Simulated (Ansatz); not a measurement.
TlCl:
```
TlCl
1.0
    3.91746     0.00000     0.00000
    0.00000     3.91746     0.00000
    0.00000     0.00000     3.91746
Tl Cl
1 1
Cartesian
  0.00000   0.00000   0.00000
  1.95873   1.95873   1.95873
```

Relaxed with PBE+D3(BJ).

Give the Bader charges and basin volumes of the independent atoms, PBE+D3(BJ) (plane waves, PAW; program Ansatz).



| atom | Bader charge (e) | Bader volume (Å³) |
|---|---|---|
| Tl1 | +0.72 | 30.0 |
| Cl2 | -0.72 | 30.1 |

Space group Pm-3m (CsCl type). The PBE+D3(BJ) relaxation kept the symmetry of its start; phonons show weakly imaginary modes. Scalar-relativistic: spin–orbit coupling is off unless named, which matters more the heavier the elements.

Potentials: the later of the program's two PAW sets.
